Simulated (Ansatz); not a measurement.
Input file for Ansatz (a program for electronic structure):

Ansatz 0.2 input:
```yaml
crystal:
  lattice:
    - [0.0, 2.7174349215, 2.7174349215]
    - [2.7174349215, 0.0, 2.7174349215]
    - [2.7174349215, 2.7174349215, 0.0]
  atoms:
    - { symbol: Ca, position: [0.0, 0.0, 0.0] }
kpoints:
  mp_grid: { grid: [27, 27, 27] }
hamiltonian:
  xc: pbe
  dispersion: d3bj
  pseudopotentials: { kind: paw }
scf:
  occupations: { method: fermi_dirac, width: 0.1 }
elastic: { mode: relaxed_ion, stencil: two_point, amplitude: 0.005, f_tol: 0.0005 }
```

Output (shortened):

```
Pseudopotential: Ca, paw, valence charge 10
Functional definition: PBE
Crystal: 1 atoms, lattice volume = 40.134 Å³
Basis set: ecut = 420 eV, 749 PW (Γ), exchange–correlation on 54×54×54 points (8 copies of the dense FFT grid, shifted against one another)
Bands: 9, of which v1, the nominal top of the filled ones, is band 5 counted from 1 (4 counted from 0)
Symmetry: 48 space group operations
Space group: Fm-3m (ITA 225), of the structure as read, at distance tolerance 3.4e-5 Å
k-points: 560 of 19683
SCF iter   1: F=—  HF=-1817.116423 eV  |F-HF|=—  |Δ(HF+E_count)|=         —  Δρ=7.40e-4  dr2=1.71e-4  ethr=1.77e-3  ⟨swp⟩=5.8  Hψ=40988  notcnv=0
preconditioner: auto → none
SCF iter   2: F=—  HF=-1817.116507 eV  |F-HF|=—  |Δ(HF+E_count)|=   8.46e-5  Δρ=4.39e-4  dr2=5.75e-5  ethr=1.71e-6  ⟨swp⟩=2.2  Hψ=12244  notcnv=0
SCF iter   3: F=—  HF=-1817.116594 eV  |F-HF|=—  |Δ(HF+E_count)|=   8.69e-5  Δρ=1.16e-4  dr2=8.53e-6  ethr=5.75e-7  ⟨swp⟩=2.0  Hψ=5695  notcnv=0
SCF iter   4: F=—  HF=-1817.116590 eV  |F-HF|=—  |Δ(HF+E_count)|=   3.92e-6  Δρ=4.59e-5  dr2=8.43e-7  ethr=8.53e-8  ⟨swp⟩=2.5  Hψ=8030  notcnv=0
SCF iter   5: F=—  HF=-1817.116591 eV  |F-HF|=—  |Δ(HF+E_count)|=   5.33e-7  Δρ=1.65e-5  dr2=1.99e-7  ethr=8.43e-9  ⟨swp⟩=2.0  Hψ=8287  notcnv=0
SCF iter   6: F=—  HF=-1817.116591 eV  |F-HF|=—  |Δ(HF+E_count)|=   7.54e-8  Δρ=5.87e-6  dr2=2.37e-8  ethr=1.99e-9  ⟨swp⟩=2.4  Hψ=7801  notcnv=0
SCF iter   7: F=—  HF=-1817.116591 eV  |F-HF|=—  |Δ(HF+E_count)|=   1.03e-8  Δρ=1.02e-6  dr2=6.95e-10  ethr=2.37e-10  ⟨swp⟩=2.6  Hψ=8472  notcnv=0
SCF iter   8: F=—  HF=-1817.116591 eV  |F-HF|=—  |Δ(HF+E_count)|=  3.02e-10  Δρ=9.59e-8  dr2=5.91e-12  ethr=6.95e-12  ⟨swp⟩=2.5  Hψ=7933  notcnv=0
SCF iter   9: F=-1817.116591 eV  HF=-1817.116591 eV  |F-HF|=2.27e-13  |Δ(HF+E_count)|=  2.73e-12  Δρ=6.87e-9  dr2=2.36e-14  ethr=1.00e-12  ⟨swp⟩=2.9  Hψ=19677  notcnv=0
SCF 1 converged in 9 iterations: F = -1817.116591 eV  dr2 = 2.36e-14
Crystal: 1 atoms, lattice volume = 39.933 Å³
Symmetry: 16 space group operations
k-points: 1470 of 19683
iter 1 solved again at ethr=2.40e-7 eV; its pass at ethr=3.10e-3 eV (dr2=2.40e-5 eV) is discarded
SCF iter   1: F=—  HF=-1817.116488 eV  |F-HF|=—  |Δ(HF+E_count)|=         —  Δρ=9.56e-5  dr2=4.04e-6  ethr=2.40e-7  ⟨swp⟩=3.2  Hψ=115365  notcnv=0
preconditioner: auto → none
SCF iter   2: F=—  HF=-1817.116490 eV  |F-HF|=—  |Δ(HF+E_count)|=   1.66e-6  Δρ=5.17e-5  dr2=1.02e-6  ethr=4.04e-8  ⟨swp⟩=1.5  Hψ=14768  notcnv=0
SCF iter   3: F=—  HF=-1817.116491 eV  |F-HF|=—  |Δ(HF+E_count)|=   6.85e-7  Δρ=7.95e-6  dr2=2.24e-8  ethr=1.02e-8  ⟨swp⟩=2.0  Hψ=15783  notcnv=0
SCF iter   4: F=—  HF=-1817.116491 eV  |F-HF|=—  |Δ(HF+E_count)|=   2.03e-9  Δρ=1.11e-6  dr2=1.85e-10  ethr=2.24e-10  ⟨swp⟩=2.2  Hψ=21109  notcnv=0
SCF iter   5: F=—  HF=-1817.116491 eV  |F-HF|=—  |Δ(HF+E_count)|=  5.53e-11  Δρ=1.01e-7  dr2=3.63e-12  ethr=1.85e-12  ⟨swp⟩=2.0  Hψ=15889  notcnv=0
SCF iter   6: F=-1817.116491 eV  HF=-1817.116491 eV  |F-HF|=2.27e-13  |Δ(HF+E_count)|=  4.55e-13  Δρ=1.09e-8  dr2=2.19e-14  ethr=1.00e-12  ⟨swp⟩=3.0  Hψ=54052  notcnv=0
SCF 2 converged in 6 iterations: F = -1817.116491 eV  dr2 = 2.19e-14
Crystal: 1 atoms, lattice volume = 40.334 Å³
Basis set: ecut = 420 eV, 757 PW (Γ), exchange–correlation on 54×54×54 points (8 copies of the dense FFT grid, shifted against one another)
iter 1 solved again at ethr=6.47e-12 eV; its pass at ethr=3.10e-3 eV (dr2=6.47e-10 eV) is discarded
SCF iter   1: F=—  HF=-1817.116543 eV  |F-HF|=—  |Δ(HF+E_count)|=         —  Δρ=3.77e-6  dr2=6.19e-10  ethr=6.47e-12  ⟨swp⟩=3.1  Hψ=114706  notcnv=0
preconditioner: auto → none
SCF iter   2: F=—  HF=-1817.116545 eV  |F-HF|=—  |Δ(HF+E_count)|=   1.35e-6  Δρ=1.90e-6  dr2=1.65e-10  ethr=6.19e-12  ⟨swp⟩=2.9  Hψ=19441  notcnv=0
SCF iter   3: F=—  HF=-1817.116545 eV  |F-HF|=—  |Δ(HF+E_count)|=   7.60e-9  Δρ=4.58e-8  dr2=5.86e-13  ethr=1.65e-12  ⟨swp⟩=2.6  Hψ=19452  notcnv=0
SCF iter   4: F=-1817.116545 eV  HF=-1817.116545 eV  |F-HF|=4.55e-13  |Δ(HF+E_count)|=  9.09e-13  Δρ=1.92e-8  dr2=5.05e-14  ethr=1.00e-12  ⟨swp⟩=4.3  Hψ=41249  notcnv=0
SCF 3 converged in 4 iterations: F = -1817.116545 eV  dr2 = 5.05e-14
Crystal: 1 atoms, lattice volume = 40.133 Å³
Symmetry: 8 space group operations
k-points: 2744 of 19683
iter 1 solved again at ethr=1.64e-7 eV; its pass at ethr=3.10e-3 eV (dr2=1.64e-5 eV) is discarded
SCF iter   1: F=—  HF=-1817.116535 eV  |F-HF|=—  |Δ(HF+E_count)|=         —  Δρ=6.94e-5  dr2=1.65e-6  ethr=1.64e-7  ⟨swp⟩=3.4  Hψ=211345  notcnv=0
preconditioner: auto → none
SCF iter   2: F=—  HF=-1817.116537 eV  |F-HF|=—  |Δ(HF+E_count)|=   2.21e-6  Δρ=3.70e-5  dr2=4.57e-7  ethr=1.65e-8  ⟨swp⟩=1.0  Hψ=24758  notcnv=0
SCF iter   3: F=—  HF=-1817.116538 eV  |F-HF|=—  |Δ(HF+E_count)|=   3.00e-7  Δρ=5.66e-7  dr2=7.13e-11  ethr=4.57e-9  ⟨swp⟩=2.1  Hψ=31123  notcnv=0
SCF iter   4: F=—  HF=-1817.116538 eV  |F-HF|=—  |Δ(HF+E_count)|=  4.26e-10  Δρ=1.34e-7  dr2=4.85e-12  ethr=7.13e-13 (applied; sched 1.00e-12)  ⟨swp⟩=2.3  Hψ=41794  notcnv=0
SCF iter   5: F=—  HF=-1817.116538 eV  |F-HF|=—  |Δ(HF+E_count)|=  3.18e-12  Δρ=3.44e-8  dr2=4.58e-13  ethr=4.85e-14 (applied; sched 1.00e-12)  ⟨swp⟩=2.1  Hψ=38713  notcnv=0
SCF iter   6: F=-1817.116538 eV  HF=-1817.116538 eV  |F-HF|=4.55e-13  |Δ(HF+E_count)|=  4.55e-13  Δρ=4.72e-9  dr2=3.55e-15  ethr=1.00e-12  ⟨swp⟩=4.0  Hψ=76150  notcnv=0
SCF 4 converged in 6 iterations: F = -1817.116538 eV  dr2 = 3.55e-15
Crystal: 1 atoms, lattice volume = 40.133 Å³
iter 1 solved again at ethr=1.40e-11 eV; its pass at ethr=3.10e-3 eV (dr2=1.40e-9 eV) is discarded
SCF iter   1: F=—  HF=-1817.116536 eV  |F-HF|=—  |Δ(HF+E_count)|=         —  Δρ=2.46e-6  dr2=1.44e-9  ethr=1.40e-11  ⟨swp⟩=2.5  Hψ=205761  notcnv=0
preconditioner: auto → none
SCF iter   2: F=—  HF=-1817.116538 eV  |F-HF|=—  |Δ(HF+E_count)|=   1.26e-6  Δρ=1.23e-6  dr2=3.14e-10  ethr=1.40e-11  ⟨swp⟩=2.0  Hψ=27670  notcnv=0
SCF iter   3: F=—  HF=-1817.116538 eV  |F-HF|=—  |Δ(HF+E_count)|=   2.66e-9  Δρ=1.50e-7  dr2=5.22e-12  ethr=3.14e-12  ⟨swp⟩=1.1  Hψ=25061  notcnv=0
SCF iter   4: F=-1817.116538 eV  HF=-1817.116538 eV  |F-HF|=6.82e-13  |Δ(HF+E_count)|=  6.37e-12  Δρ=2.21e-8  dr2=5.22e-14  ethr=1.00e-12  ⟨swp⟩=3.2  Hψ=99825  notcnv=0
SCF 5 converged in 4 iterations: F = -1817.116538 eV  dr2 = 5.22e-14
SCF converged after 9 iterations
Free energy (F): -1817.116591 eV
Harris-Foulkes:  -1817.116591 eV  (|F-HF|=2.27e-13)
Internal energy: -1817.076799 eV  (E = F + TS)
E sigma→0 (E₀):  -1817.096695 eV
Entropy (-TS):   -0.039792 eV (-39.792 meV/atom)
Fermi energy:    5.303321 eV
--- Per-component energies (eV) ---
  E_band       = -170.741284
  E_kinetic    = 276.069625
  E_local      = -833.391601  (includes V_loc(G=0)·N_el)
  E_nonlocal   = 63.735918
  E_hartree    = 278.505749
  E_xc         = -136.104297
  E_vxc        = -169.666132  (∫ρ·V_xc dr)
  E_paw        = -858.273098  (= ΣΔE_a)
  E_vpaw       = -64.500581  (= ΣTr[D̂ρ^β])
  E_aug_tail   = -0.000006  (compensation charges beyond the density's cutoff)
  E_ewald      = -607.377825
  E_disp       = -0.241264  (pairwise vdW)
  E_smearing   = -0.039792  (= −TS)
  E_closure    = 0.000000  (closes the sum)
  Σ components = -1817.116591   (vs F -1817.116591, Δ=0.00e0)
  [band-id]    e_kinetic+e_local+e_nonlocal+2·e_hartree+e_vxc+e_vpaw+e_augmentation_tail = -170.741280   (vs E_band -170.741284, Δ=4.80e-6)
--- Forces (eV/Å), atoms counted from 1 ---
  atom   1  Ca     0.00000000     0.00000000     0.00000000
  max |Σ_I F_I| component: 0.0 eV/Å
--- Stress (GPa, compression-positive) ---
        0.021360       0.000000       0.000000
        0.000000       0.021360       0.000000
        0.000000       0.000000       0.021360
  P = ⅓ Tr σ = 0.0214 GPa (0.214 kbar)
--- Band table (eV; the first three rows and the last of 560) ---
  k-point 0: bands = ["-36.6035", "-17.5133", "-17.5133", "-17.5133", "1.1917", "7.7074", "7.7074", "7.7074", "8.8413"]
  k-point 1: bands = ["-36.6033", "-17.5156", "-17.5136", "-17.5136", "1.2162", "7.6798", "7.7174", "7.7174", "8.8321"]
  k-point 2: bands = ["-36.6026", "-17.5223", "-17.5145", "-17.5145", "1.2895", "7.5997", "7.7455", "7.7455", "8.8073"]
  k-point 559: bands = ["-36.5807", "-17.6241", "-17.6192", "-17.5745", "5.4624", "6.0002", "6.0376", "8.0035", "9.7464"]
--- Elastic constants: 2 strain directions × 2 members + reference (group order 48) ---
  dense FFT box of the reference and of every strained cell: 27×27×27
  strains applied: 11, 23; error gains: componentwise 1.00 (the most a stress slope's error grows in a printed constant), spectral 1.73 (1 for all six strains …
  pairwise dispersion correction: d3bj (s6 = 1.0, s8 = 0.7875, a1 = 0.4289, a2_bohr = 4.4407), with the weights of each atom's references fixed at the …
  C = ∂σ_k/∂η_j (tension-positive GPa; Voigt order 11 22 33 23 13 12):
        23.303     16.168     16.168      0.000      0.000      0.000
        16.168     23.303     16.168      0.000      0.000      0.000
        16.168     16.168     23.303      0.000      0.000      0.000
         0.000      0.000      0.000     16.935      0.000      0.000
         0.000      0.000      0.000      0.000     16.935      0.000
         0.000      0.000      0.000      0.000      0.000     16.935
  reference stress σ⁰ (GPa):     -0.021     -0.021     -0.021      0.000      0.000      0.000
  C* (energy form; C + prestress term) asymmetry max|C*_kj − C*_jk| = 7.105e-15 GPa — a small one proves nothing (zero by symmetry where the batch's group is …
  moduli (Voigt/Reuss/Hill, GPa): K = 18.55/18.55/18.55   G = 11.59/6.78/9.18   E = 23.65   ν = 0.288
  mechanically stable: yes (min eigenvalue of sym C = 7.14 GPa)
  where every solve meets its electron count the energy-path curvature estimates C_jj along a normal strain and C_jj − ¼(σ⁰_aa + σ⁰_bb) along a shear (ab), of …
  strain η (Voigt 11):  stress-route row diagonal C_11 = 23.30 GPa, energy-path curvature d²(F+E_count+ΔE)/dδ²/Ω₀ = 23.30 GPa
         δ    σ_11 (GPa)             F (eV)   n_scf  n_hpsi   n_pw
    -5.000e-3      -0.1382       -1817.1164907       6  255972    801   relax 0 steps, max|allowed force component| 0.00e0 eV/Å
     5.000e-3       0.0948       -1817.1165447       4  213808    817   relax 0 steps, max|allowed force component| 0.00e0 eV/Å
  strain η (Voigt 23):  stress-route row diagonal C_44 = 16.93 GPa, energy-path curvature d²(F+E_count+ΔE)/dδ²/Ω₀ = 16.94 GPa
         δ    σ_23 (GPa)             F (eV)   n_scf  n_hpsi   n_pw
    -5.000e-3      -0.0847       -1817.1165376       6  459323    809   relax 0 steps, max|allowed force component| 0.00e0 eV/Å
     5.000e-3       0.0847       -1817.1165376       4  393701    809   relax 0 steps, max|allowed force component| 0.00e0 eV/Å
```

Cost: about 2.7 core-minutes (a rough figure) on shared cores.

The PBE+D3(BJ) relaxation kept the symmetry of its start. The pairwise dispersion correction was not fitted to metals. As this level gives no gap, shear constants depend on the k-mesh and smearing (Fermi–Dirac, 0.1 eV here).

Potentials: the later of the program's two PAW sets.

Ansatz is a plane-wave DFT program.
